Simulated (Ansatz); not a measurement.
GeSe2 (fluorite, Fm-3m) under volume change, PBE (plane waves, PAW; program Ansatz), scaled uniformly.

| V (Å³/atom) | E − E(relaxed) (meV/atom) | P (GPa) |
|---|---|---|
| 21.823 | 36.2 | 5.83 |
| 22.542 | ? | ? |
| 23.261 | 3.6 | 1.65 |
| 23.981 | 0.0 | 0.00 |
| 24.700 | 3.2 | -1.40 |
| 25.420 | ? | ? |
| 26.139 | 26.3 | -3.60 |

Question: What belongs in the gaps?

Answer: 
- 22.542, E − E(relaxed) (meV/atom): 15.2
- 22.542, P (GPa): 3.58
- 25.420, E − E(relaxed) (meV/atom): 12.3
- 25.420, P (GPa): -2.60

Question: What does a third-order Birch–Murnaghan fit give for V₀, B₀ and B′?

Answer: V₀ = 23.98 Å³/atom, B₀ = 50.4 GPa, B′ = 4.3.

The cell is a constructed one: a structure type filled with these elements; neither database checked (COD, Materials Project) lists it. Whether it is the stable phase at ambient conditions was not checked. The cell was relaxed with PBE under the symmetry of its start; whether a distortion lowers the energy is not shown. Scalar-relativistic: spin–orbit coupling is off unless named, which matters more the heavier the elements.

Potentials: the later of the program's two PAW sets.
